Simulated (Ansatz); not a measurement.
Here is the system:

Co₂C:
```cif
data_C2Co4
_chemical_formula_sum 'Co4 C2'
_space_group_name_H-M_alt 'Pnnm'
_space_group_IT_number 58
_space_group_name_Hall '-P 2 2n'
_cell_length_a 4.30042
_cell_length_b 4.31258
_cell_length_c 2.84050
_cell_angle_alpha 90.000
_cell_angle_beta 90.000
_cell_angle_gamma 90.000
loop_
_atom_site_label
_atom_site_type_symbol
_atom_site_symmetry_multiplicity
_atom_site_Wyckoff_symbol
_atom_site_fract_x
_atom_site_fract_y
_atom_site_fract_z
_atom_site_occupancy
Co1 Co 4 g 0.35306 0.25598 0.00000 1
C1 C 2 a 0.00000 0.00000 0.00000 1
```

This is the PBEsol-relaxed structure.

Task: All from plane-wave PAW PBEsol (Ansatz code), unless another level is named. Predict the highest zone-centre frequency.

Result: 710 cm^-1.

Task: Give the bulk modulus (Birch–Murnaghan fit).

Result: 287 GPa.

The first step of the workflow began from a Materials Project structure, measured or hypothetical; the Crystallography Open Database files this formula in space group No. 58, but the cells were not matched. Whether it is the stable phase at ambient conditions was not checked. Symmetry was held in the PBEsol relaxation; whether a distortion lowers the energy is not shown. The run is not spin-polarised. As this level gives no gap, phonon frequencies hold no LO–TO term and depend on the k-mesh and smearing (Fermi–Dirac, 0.1 eV here).

Potentials: the later of the program's two PAW sets.
